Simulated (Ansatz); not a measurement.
TaNi$_{3}$:
Space group I4/mmm (No. 139); a = b = 3.599 Å, c = 7.414 Å, α = β = γ = 90.00°

```json
[
 {"atom": "Ni", "site": "4d", "symmetry": "-4m2", "x": "0.0000", "y": "0.5000", "z": "0.2500"},
 {"atom": "Ta", "site": "2a", "symmetry": "4/mmm", "x": "0.0000", "y": "0.0000", "z": "0.0000"},
 {"atom": "Ni", "site": "2b", "symmetry": "4/mmm", "x": "0.0000", "y": "0.0000", "z": "0.5000"}
]
```
(The calculation used a cell of 4 atoms; values per cell refer to that cell.)

Relaxed at zero pressure with the program Ansatz at the r²SCAN level (PAW).

Task: The volume is raised by 6 % and shape and atoms relax at that volume. What pressure results, and how do the axes share the change?

Result: -12.4 GPa; a 1.9 %, b 1.9 %, c 2.0 %; the energy rises by 29 meV/atom.

Task: Give the new structure.

Result: 
Space group I4/mmm (No. 139); a = b = 3.6688 Å, c = 7.5634 Å, α = β = γ = 90.00°

```json
[
 {"atom": "Ni", "site": "4d", "symmetry": "-4m2", "x": "0.0000", "y": "0.5000", "z": "0.2500"},
 {"atom": "Ta", "site": "2a", "symmetry": "4/mmm", "x": "0.0000", "y": "0.0000", "z": "0.0000"},
 {"atom": "Ni", "site": "2b", "symmetry": "4/mmm", "x": "0.0000", "y": "0.0000", "z": "0.5000"}
]
```

The phase is kept; no other phase was compared at this pressure.

The workflow started from an entry of the Crystallography Open Database (COD), which files this formula under 2 space groups. Whether it is the stable phase at ambient conditions was not checked. Symmetry was held in the r²SCAN relaxation; its stability against distortions is not shown here. The workflow began spin-polarised and lost its moments. Axis ratios of metals converge slowly with the k-mesh, so a and c are less sure than the volume. Spin–orbit coupling is left out wherever it is not named.

Potentials: the later of the program's two PAW sets.
